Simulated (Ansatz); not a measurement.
# Hf3Au (Pm-3m): electronic heat capacity and spin susceptibility from the density of states

All numbers below come from Ansatz 0.2.0, DFT r2SCAN, scalar-relativistic, plane waves, PAW.

Cutoff 500 eV; k points 10×10×10 on the computed 4-atom cell (Γ-centred); Gaussian smearing, width 0.10 eV; no spin polarisation.

Relaxed cell: Pm-3m, a = 4.326 Å, b = 4.326 Å, c = 4.326 Å, α = 90.00°, β = 90.00°, γ = 90.00°, 4 atoms in the primitive cell. Whether it is the stable form of this composition wasn't checked.

The density of states at the Fermi level is 6.072 states/eV in the cell of 4 atoms (1 formula unit; both spins, tetrahedra on a 15×15×15 mesh).

**Question.** What Sommerfeld coefficient and Pauli susceptibility does this give?

**Answer.** Per formula unit N(E_F) = 6.072 states/eV. γ = (π²/3) k_B² N(E_F) N_A = 2.357 mJ/(mol K²) per state/eV, so γ = 14.3 mJ/(mol K²), a mole of formula units. χ_P = μ_B² N(E_F) N_A = 3.23×10⁻⁵ emu/mol per state/eV gives 19.6×10⁻⁵ emu/mol. This is the bare band result: a measured γ of the same phase is as a rule larger by a factor 1 + λ from phonons and spin fluctuations, the spin part of χ is larger by the Stoner factor, and a measured χ also holds orbital and core terms. N(E_F) at one energy is sensitive to the mesh where the density of states has sharp peaks.

Spin-orbit coupling is left out, which matters for the bands of heavy elements.